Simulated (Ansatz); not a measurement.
# TlSn, one cell by several methods

```
CELL_PARAMETERS angstrom
3.61473 0.00000 0.00000
0.00000 3.61473 0.00000
0.00000 0.00000 4.33125
ATOMIC_POSITIONS crystal
Tl 0.00000 0.00000 0.00000
Sn 0.50000 0.50000 0.50000
```

Atom numbers follow the list: Tl1, Sn2.

The cell comes from COD entry 1539744, which wasn't checked; take it as a given geometry. The listed cell was then made from it by scaling, straining or moving an atom.

Spin–orbit coupling is left out, though it moves levels of the heavy atoms by tenths of an eV or more.

All numbers are computed: DFT, LDA, PAW with Ansatz's default frozen-core files, scalar-relativistic (Ansatz 0.2.0); DFT, LDA, all-electron LAPW, scalar-relativistic (Ansatz 0.2.0).

For PAW: a Γ-centred 9×9×8 k mesh, Fermi–Dirac smearing of 0.08 eV, cutoff 420 eV, no spin polarisation; the PAW files were made with PBE, and the program remakes their frozen cores for this functional. LAPW targets a basis error of 0.25 meV/atom. The Ansatz runs share mesh, smearing and spin set-up. Plane-wave (PAW) pressures include the program's estimate of the Pulay term.

Stress and pressure are positive in compression.

PAW results:

| quantity | PAW |
| --- | --- |
| pressure (GPa) | -2.94 |
| stress xx (GPa) | -3.19 |
| stress zz (GPa) | -2.44 |

What does full-potential LAPW give for the same quantities?


```json
{"quantity": "pressure (GPa)", "LAPW": "-2.94"}
{"quantity": "stress xx (GPa)", "LAPW": "-3.19"}
{"quantity": "stress zz (GPa)", "LAPW": "-2.43"}
```
